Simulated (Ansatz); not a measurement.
Geometry optimisation in Ansatz: input, command and trajectory.

```yaml
crystal:
  lattice:
    - [-2.5386448381, 2.5386448381, 8.0732052786]
    - [2.5386448381, -2.5386448381, 8.0732052786]
    - [2.5386448381, 2.5386448381, -8.0732052786]
  atoms:
    - { symbol: Ba, position: [0.6416269178, 0.6416269178, 0.0] }
    - { symbol: Ba, position: [0.3583730822, 0.3583730822, 0.0] }
    - { symbol: Zr, position: [0.0, 0.0, 0.0] }
    - { symbol: S, position: [0.5, 0.0, 0.5] }
    - { symbol: S, position: [0.0, 0.5, 0.5] }
    - { symbol: S, position: [0.8378282465, 0.8378282465, 0.0] }
    - { symbol: S, position: [0.1621717535, 0.1621717535, 0.0] }
basis:
  ecutwfc: 500
kpoints:
  mp_grid: { grid: [8, 8, 8] }
hamiltonian:
  xc: r2scan
scf:
  occupations: { method: gaussian, width: 0.02 }
output:
  forces: true
  stress: true
  eigenvalues: true
relax:
  adjacent_minimum: "off"
  f_tol: 0.01
  max_steps: 30
  cell: { stress_tol: 0.1, fix: [volume] }
```

```bash
ansatz run input.yaml --threads 2 --pin off --max-ram 5120MiB --backend cpu --events-out ev --progress --plain --runs-dir out
```

Level of theory: DFT r2SCAN, scalar-relativistic, plane waves, PAW (Ansatz 0.2.0).

The volume is held at 1.06 times that of the relaxed cell.

Of 4 frames 3 are shown, positions in Å and forces in eV/Å; the SCF threshold varies from step to step. Steps run on the plane waves of an earlier cell, with a Pulay correction in the pressure. The basis is chosen afresh for the last frame, the zero of the energies, and at times for earlier ones too; energy and pressure step there, also at an unchanged geometry.

```xyz
7
Lattice="-2.5386 2.5386 8.0732 2.5386 -2.5386 8.0732 2.5386 2.5386 -8.0732" Properties=species:S:1:pos:R:3:forces:R:3 pbc="T T T" step=1 free_energy_over_end_meV_per_atom=0.42 pressure_GPa=-3.20
Ba    0.0000    0.0000   10.3600    0.0000    0.0000   -0.0133
Ba    0.0000    0.0000    5.7864    0.0000    0.0000    0.0133
Zr    0.0000    0.0000    0.0000    0.0000    0.0000    0.0000
S     0.0000    2.5386    0.0000    0.0000    0.0000    0.0000
S     2.5386    0.0000    0.0000    0.0000    0.0000    0.0000
S     0.0000    0.0000   13.5279    0.0000    0.0000    0.1630
S     0.0000    0.0000    2.6185    0.0000    0.0000   -0.1630
7
Lattice="-2.5372 2.5372 8.0826 2.5372 -2.5372 8.0826 2.5372 2.5372 -8.0826" Properties=species:S:1:pos:R:3:forces:R:3 pbc="T T T" step=2 free_energy_over_end_meV_per_atom=0.12 pressure_GPa=-3.01
Ba    0.0000    0.0000   10.3758    0.0000    0.0000   -0.0515
Ba    0.0000    0.0000    5.7894    0.0000    0.0000    0.0515
Zr    0.0000    0.0000    0.0000    0.0000    0.0000    0.0000
S     0.0000    2.5372    0.0000    0.0000    0.0000    0.0000
S     2.5372    0.0000    0.0000    0.0000    0.0000    0.0000
S     0.0000    0.0000   13.5672    0.0000    0.0000   -0.0604
S     0.0000    0.0000    2.5979    0.0000    0.0000    0.0604
7
Lattice="-2.5379 2.5379 8.0782 2.5379 -2.5379 8.0782 2.5379 2.5379 -8.0782" Properties=species:S:1:pos:R:3:forces:R:3 pbc="T T T" step=4 free_energy_over_end_meV_per_atom=0.00 pressure_GPa=-3.05
Ba    0.0000    0.0000   10.3605    0.0000    0.0000    0.0010
Ba    0.0000    0.0000    5.7960    0.0000    0.0000   -0.0010
Zr    0.0000    0.0000    0.0000    0.0000    0.0000    0.0000
S     0.0000    2.5379    0.0000    0.0000    0.0000    0.0000
S     2.5379    0.0000    0.0000    0.0000    0.0000    0.0000
S     0.0000    0.0000   13.5541    0.0000    0.0000    0.0025
S     0.0000    0.0000    2.6024    0.0000    0.0000   -0.0025
```

Time: 57 s on 2 threads of Intel(R) Xeon(R) 6975P-C (Granite Rapids) (shared host), peak memory 1.2 GiB.